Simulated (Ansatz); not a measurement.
Relaxed-ion elastic tensor of Sc (hcp (Mg type), space group No. 194) in GPa (Voigt order), PBE+D3(BJ) (plane waves, PAW; program Ansatz); density 3.18 g/cm³, 23.46 Å³ per atom.

```
 106  39.9  30.1   0.0   0.0   0.0
39.9   106  30.1   0.0   0.0   0.0
30.1  30.1   107   0.0   0.0   0.0
 0.0   0.0   0.0  33.0   0.0   0.0
 0.0   0.0   0.0   0.0  33.0   0.0
 0.0   0.0   0.0   0.0   0.0  32.9
```

Question: Is the crystal mechanically stable?

Answer: Yes: the smallest eigenvalue of C is 32.9 GPa.

Question: Work out the Voigt, Reuss and Hill averages.

Answer: K_V = 57.6, K_R = 57.5, K_H = 57.5; G_V = 34.3, G_R = 34.1, G_H = 34.2 GPa.

Question: Give Young's modulus, Poisson's ratio, Pugh's ratio and the universal anisotropy index.

Answer: E = 9KG/(3K + G) = 85.7 GPa; ν = 0.25; K/G = 1.68 (near the Pugh limit of 1.75, no verdict); A_U = 5G_V/G_R + K_V/K_R − 6 = 0.03.

Question: Estimate the sound speeds and the Debye temperature.

Answer: v_l = √((K + 4G/3)/ρ) = 5690 m/s, v_t = √(G/ρ) = 3280 m/s, mean 3640 m/s; Θ = (h/k)(3n/4πV)^(1/3) v_m = 379 K.

Question: Solve the Christoffel equation for the three sound speeds along x, y, z.

Answer: Eigenvalues of C_ijkl n_j n_l equal ρv². In km/s, slowest first: x 3.22, 3.22, 5.76; y 3.22, 3.22, 5.76; z 3.22, 3.22, 5.79.

Question: How much does each axis shrink under pressure?

Answer: Linear compressibilities β_i = Σ_j S_ij (j = 1 to 3): x 5.6, y 5.6, z 6.2 per TPa.

Space group P6_3/mmc (hcp (Mg type)). The cell was relaxed with PBE+D3(BJ) under the symmetry of its start. No spin polarisation was allowed. The pairwise dispersion correction was not fitted to metals. As this level gives no gap, shear constants depend on the k-mesh and smearing (Fermi–Dirac, 0.1 eV here). On the denser mesh and wider smearing of the elastic run this cell carries a stress of 0.4 GPa.

Potentials: the later of the program's two PAW sets.
